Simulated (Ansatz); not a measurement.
In in space group Cmce (No. 64; In on 8f) at seven volumes, plane-wave PAW r²SCAN (Ansatz code), shape and atoms relaxed at each. One row is withheld.

```json
[
 {"V (Å³/atom)": "26.320", "P (GPa)": "4.70"},
 {"V (Å³/atom)": "27.187", "P (GPa)": "2.87"},
 {"V (Å³/atom)": "28.055", "P (GPa)": "1.30"},
 {"V (Å³/atom)": "28.923", "P (GPa)": "0.00"},
 {"V (Å³/atom)": "29.790", "P (GPa)": "?"},
 {"V (Å³/atom)": "30.658", "P (GPa)": "-1.96"},
 {"V (Å³/atom)": "31.526", "P (GPa)": "-2.67"}
]
```

### Question
Fit the shown pressures and predict the withheld one.

### Answer
P = (3/2)B₀(x^(7/2) − x^(5/2))[1 + (3/4)(B′ − 4)(x − 1)] with x = (V₀/V)^(2/3). Least squares on the six rows gives V₀ = 28.931 Å³/atom, B₀ = 39.0 GPa, B′ = 5.18. At V = 29.790, x = 0.9807 and P = -1.06 GPa. The run itself gave -1.07 GPa.

The start of the workflow was typed in or built on a structure type; neither database checked (COD, Materials Project) lists it. It is not the phase usual at ambient conditions (space group No. 139). The r²SCAN relaxation kept the symmetry of its start; its stability against distortions is not shown here.

Potentials: the earlier of the program's two PAW sets.
